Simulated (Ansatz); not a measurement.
NaCdCl₃ built on the cubic perovskite prototype, relaxed with r2SCAN in the plane-wave code Ansatz: it is cubic, Pm-3m (No. 221); a = 5.167 Å in the conventional setting, 27.59 Å³ an atom. Na has 12 Cl at 3.65 Å; Cd has 6 Cl at 2.58 Å; Cl has 2 Cd at 2.58 Å and 4 Na at 3.65 Å. The cell was then strained (x, y and z are the cube axes), with the atoms relaxed again; stress is positive in compression. These are computed values for a spin-unpolarised cell that may be hypothetical; none is a measurement.

- Isotropic +2.0 % on every length: the pressure changes by -1.83 GPa, and the HSE06 gap (R → Γ) goes from 3.260 to 3.131 eV.
- Epitaxial strain of -0.5 % in the (001) plane: the free normal strain is +0.28 % and the in-plane stress changes by +0.39 GPa.

Task: What bulk modulus does the isotropic step give?

Result: Δ ln V = 3 ln(1.0200) = +0.0594, so B ≈ −ΔP/Δ ln V = 31 GPa.

Task: Give the volume deformation potential of that gap and its pressure coefficient.

Result: a_V = ΔE_g/Δ ln V = (-0.129)/(+0.0594) = -2.17 eV; dE_g/dP = −a_V/B = +70 meV/GPa, with HSE06's gap and r2SCAN's modulus.

Task: What do the film's normal strain and stress say about the elastic constants?

Result: ε⊥/ε∥ = (+0.0028)/(-0.0050) = -0.56, which linear elasticity sets to −2C₁₂/C₁₁. The biaxial modulus is M = −Δσ/ε∥ = 78 GPa.

Task: How much elastic energy does the film store, with 27.59 Å³ an atom?

Result: u = M ε∥² = −Δσ ε∥ = -0.39 × (-0.0050) = 0.0020 GPa, and 1 GPa Å³ is 6.2415 meV: 0.34 meV an atom. The total energies of the two runs differ by 0.33 meV an atom.

The runs are scalar-relativistic, without spin-orbit coupling.

The meshes of the hybrids are coarse, so their gaps aren't converged to the digits shown.
